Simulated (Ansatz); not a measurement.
A short bond in Mo (diamond type)

```
CELL_PARAMETERS angstrom
0.00000 2.70414 2.70414
2.70414 0.00000 2.70414
2.70414 2.70414 0.00000
ATOMIC_POSITIONS crystal
Mo 0.87500 0.87500 0.87500
Mo 0.12500 0.12500 0.12500
```

This is a prototype cell at a chosen volume, and whether it is the ground state is a separate question.

Its shortest bond, of 2.342 Å between atom 1 (Mo) and the nearest image of atom 2 (Mo), is scaled by moving both atoms along it, with the cell held. The force apart is half the difference of the two atoms' forces along the bond; it holds the pull and push of their other neighbours too.

Level of theory: DFT with LDA, scalar-relativistic, in Ansatz 0.2.0; a Γ-centred 10×10×10 k mesh, Fermi–Dirac smearing of 0.05 eV, no spin polarisation. LAPW: all electrons, basis error target 1 meV/atom; PAW: frozen-core files, cutoff 420 eV; norm-conserving: pseudopotentials, cutoff 1088 eV; PAW (cutoff 600 eV): frozen-core files, cutoff 600 eV.

Energies are extrapolated to zero smearing and count from the unscaled cell; pressure is positive in compression; gaps take the mesh and a band path. No temperature or zero-point motion is included.

The PAW files were made under PBE.

```tsv
bond (Å)	force apart (eV/Å)	P LAPW (GPa)	ΔE LAPW (eV/atom)	P PAW − LAPW (GPa)	ΔE PAW − LAPW (meV/atom)	force PAW − LAPW (eV/Å)
2.342	0.00	13.16	0.000	-0.09	0.0	0.000
2.061	2.38	16.89	0.106	-0.12	-1.2	-0.023
1.920	6.45	26.2	0.399	-0.20	-4.3	-0.071
1.358	?	299.8	14.016	36.81	932.3	20.238
```

(1) Give the missing entry: row "1.358", column "force apart (eV/Å)".

(2) At the last bond length, how far do norm-conserving and PAW (cutoff 600 eV) lie from LAPW in pressure and in the largest force component?

Results:

(1) 153.57.

(2) norm-conserving: +7.84 GPa, 2.536 eV/Å; PAW (cutoff 600 eV): +36.65 GPa, 11.631 eV/Å, on a LAPW pressure of 299.8 GPa.
